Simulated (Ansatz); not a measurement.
The start is a generated trial cell of Os in the dhcp structure type. Cell shape, volume and atoms are optimised at zero target pressure with r2SCAN (plane waves to 500 eV, PAW, scalar-relativistic; Ansatz, a quantum-chemistry and plane-wave program). First-step values are on the input's coarse k-mesh.

Ansatz input (later rounds restart from its end on a renewed k-mesh):
Ansatz 0.2 input:
```yaml
crystal:
  lattice:
    - [2.7230032, 0, 0]
    - [-1.3615016, 2.35819, 0]
    - [0, 0, 8.76128]
  atoms:
    - { symbol: Os, position: [0, 0, 0] }
    - { symbol: Os, position: [0, 0, 0.5] }
    - { symbol: Os, position: [0.33333333, 0.66666667, 0.25] }
    - { symbol: Os, position: [0.66666667, 0.33333333, 0.75] }
basis: { ecutwfc: 500, ecutrho_ratio: 4, xc_grid: 4, fft_grid_basis: typed }
kpoints: { mp_grid: { grid: [14, 14, 4] } }
hamiltonian:
  xc: r2scan
  dispersion: none
  pseudopotentials: { kind: paw }
scf: { occupations: { method: fermi_dirac, width: 0.05 } }
relax: { f_tol: 0.01, max_steps: 100, cell: { stress_tol: 0.02 } }
output: { forces: true, stress: true }
```

Q: By how much does the energy per atom fall from start to end?

A: Under 0.01 eV/atom.

Q: How do the shortest distances between atoms change?

A: The closest pairs of elements (up to four, under 3.6 Å), start → end: Os–Os 2.70 → 2.69 Å.

Q: What band gap does the relaxed structure have at this level?

A: No gap (metallic).

Q: What does it relax into? Give the structure.

A: 
Space group P6₃/mmc (No. 194); a = b = 2.724 Å, c = 8.751 Å, α = β = 90.00°, γ = 120.00°

```
atom  site  symmetry       x       y       z
----  ----  --------  ------  ------  ------
Os      2a      -3m.  0.0000  0.0000  0.0000
Os      2c      -6m2  0.3333  0.6667  0.2500
```

The space group stays P6₃/mmc (No. 194) (the run could not lower it); the end is AFLOW prototype A_hP4_194_ac (A3', as in La), with 4 atoms in the primitive cell. Final values are on a 20×20×6 k-mesh of the relaxed cell. No spin polarisation in the result.

The run could not lose the symmetry of its start; a randomly shaken copy of 8 atoms returns to this structure.

All atoms sit on sites fixed by symmetry, so only the cell could relax.

The relaxed structure here is a generated cell of Os: the first start was made by placing the elements on the sites of a structure type, and the end was not matched to a known phase here, so it may be hypothetical. A known form of Os has the same space group but another cell.
